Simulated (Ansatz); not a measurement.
SiO₂:
```
SiO2
1.0
    4.94828     0.00000     0.00000
   -2.47414     4.28534     0.00000
    0.00000     0.00000     5.44127
Si O
3 6
Cartesian
 -1.16351   2.01525   1.81376
  1.31063   2.27008   0.00000
  2.32701   0.00000   3.62752
 -1.09392   3.14064   2.98166
  0.30123   1.76765   1.16790
  0.79269   3.66238   4.79541
  3.26683   0.62295   2.45962
  1.38022   1.14470   4.27338
  2.77537   2.51768   0.64586
```

Cartesian axes are those of the cell as given.

Task: Give the proper piezoelectric stress tensor with relaxed ions from plane-wave PAW PBEsol (Ansatz code).

Result: In C/m², rows x, y, z, Voigt columns; mesh uncertainty up to 0.00.
```
 0.17  -0.17   0.00   0.04   0.00   0.00
 0.00   0.00   0.00   0.00  -0.04  -0.17
 0.00   0.00   0.00   0.00   0.00   0.00
```

The elastic tensor of the same run (GPa):

```
 75.7    4.8    8.4   17.6    0.0    0.0
  4.8   75.7    8.4  -17.6    0.0    0.0
  8.4    8.4   93.2    0.0    0.0    0.0
 17.6  -17.6    0.0   53.3    0.0    0.0
  0.0    0.0    0.0    0.0   53.3   17.6
  0.0    0.0    0.0    0.0   17.6   35.5
```

Task: Convert to strain constants d = e·S.

Result: In pC/N:
```
 2.6  -2.6   0.0  -0.9   0.0   0.0
 0.0   0.0   0.0   0.0   0.9  -5.2
 0.0   0.0   0.0   0.0   0.0   0.0
```

Space group P3_221. The cell was relaxed with PBEsol under the symmetry of its start.

Potentials: the earlier of the program's two PAW sets.
